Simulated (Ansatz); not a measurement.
TaC (rock salt)

Space group Fm-3m (No. 225); a = b = c = 4.440 Å, α = β = γ = 90.00°

| atom | site | symmetry | x | y | z |
|---|---|---|---|---|---|
| C | 4a | m-3m | 0.0000 | 0.0000 | 0.0000 |
| Ta | 4b | m-3m | 0.5000 | 0.5000 | 0.5000 |
(The calculation used a cell of 2 atoms; values per cell refer to that cell.)

Grid over V/V₀ and (c/a)/(c/a)₀, subscript 0 meaning the relaxed cell; the conventional c axis lies along z; no internal relaxation.

These are PBEsol (plane waves to 420 eV, PAW, scalar-relativistic; Ansatz, a first-principles code) values and carry that method's errors. k mesh 18×18×18 (Γ-centred), Fermi-Dirac smearing 0.05 eV. Stress and pressure are positive under compression. With partly filled bands, the response to shear is sensitive to the k mesh, so small differences along c/a are uncertain. Spin-orbit coupling is left out, though Ta is heavy. TaC is run without spin polarisation. TaC was relaxed with its symmetry unable to fall. The last digit holds for this mesh only.

Changes of σzz (GPa) from the point V/V₀ = 1.000, (c/a)/(c/a)₀ = 1.000 when one coordinate moves alone (two changes are said to add if the coupling is within 5 % of the smaller one, nearly so within 20 %):

| point | change |
|---|---|
| V/V₀ = 1.000, (c/a)/(c/a)₀ = 0.960 | 19.58 |
| V/V₀ = 1.000, (c/a)/(c/a)₀ = 0.973 | 11.99 |
| V/V₀ = 1.000, (c/a)/(c/a)₀ = 0.987 | 5.55 |
| V/V₀ = 0.920, (c/a)/(c/a)₀ = 1.000 | 34.13 |
| V/V₀ = 0.947, (c/a)/(c/a)₀ = 1.000 | 21.14 |
| V/V₀ = 0.973, (c/a)/(c/a)₀ = 1.000 | 9.84 |
| V/V₀ = 1.027, (c/a)/(c/a)₀ = 1.000 | -8.57 |
| V/V₀ = 1.053, (c/a)/(c/a)₀ = 1.000 | -16.04 |
| V/V₀ = 1.080, (c/a)/(c/a)₀ = 1.000 | -22.54 |
| V/V₀ = 1.000, (c/a)/(c/a)₀ = 1.013 | -5.21 |
| V/V₀ = 1.000, (c/a)/(c/a)₀ = 1.027 | -10.27 |
| V/V₀ = 1.000, (c/a)/(c/a)₀ = 1.040 | -15.03 |

### Question
What is the change at V/V₀ = 1.027, (c/a)/(c/a)₀ = 0.960, where both move, and how far is it from the sum?

### Answer
The sum of the single changes is -8.57 + (19.58) = 11.01; the calculation gives 8.96, so the coupling contributes -2.05 (over 20 % of the smaller single change, not additive).

### Question
Do the two effects add at V/V₀ = 1.027, (c/a)/(c/a)₀ = 0.973? Give the computed change.

### Answer
The sum of the single changes is -8.57 + (11.99) = 3.42; the calculation gives 2.12, so the coupling contributes -1.30 (under 20 % of the smaller single change, nearly additive).

(A scan under strain: stresses follow from slopes of the energy per volume, elastic moduli from its curvatures.)
